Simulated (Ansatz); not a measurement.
BaO:
```xyz
4
Lattice="4.4483 0.0000 0.0000 -2.2242 3.8524 0.0000 0.0000 0.0000 5.4598" Properties=species:S:1:pos:R:3 pbc="T T T"
Ba     2.2242     1.2841     1.3650
Ba     0.0000     2.5683     4.0949
O      2.2242     1.2841     4.0949
O      0.0000     2.5683     1.3650
```

Relaxed with LDA.

Question: Give the optical modes at the zone centre with their infrared and Raman activity from DFPT, LDA in the plane-wave PAW code Ansatz.

Answer: Transverse frequencies, without the LO–TO term; a row sums one degenerate level.

| ω (cm⁻¹) | degeneracy | IR ((D/Å)²/amu) | Raman (Å⁴/amu) | activity | symmetry |
|---|---|---|---|---|---|
| 72 | 2 | 0.00 | 0.58 | Raman | E2g |
| 109 | 1 | 22.55 | 0 | IR | A2u |
| 132 | 1 | 0.00 | 0 | silent | B1g |
| 136 | 1 | 0.00 | 0 | silent | B1g |
| 254 | 2 | 0.00 | 170 | Raman | E2g |
| 266 | 2 | 37.90 | 0 | IR | E1u |

Question: How high does the top mode go among those that the LO–TO term moves?

Answer: 430 cm⁻¹ for q along x, 430 cm⁻¹ for q along y, 387 cm⁻¹ for q along z.

Space group P6_3/mmc. The workflow started from a Materials Project entry (that database holds measured and hypothetical structures alike); the Crystallography Open Database copy checked does not list it. It is not the phase usual at ambient conditions (space group No. 225). The cell was relaxed with LDA under the symmetry of its start; its stability against distortions is not shown here. Spin–orbit coupling is left out wherever it is not named.

Potentials: the later of the program's two PAW sets.
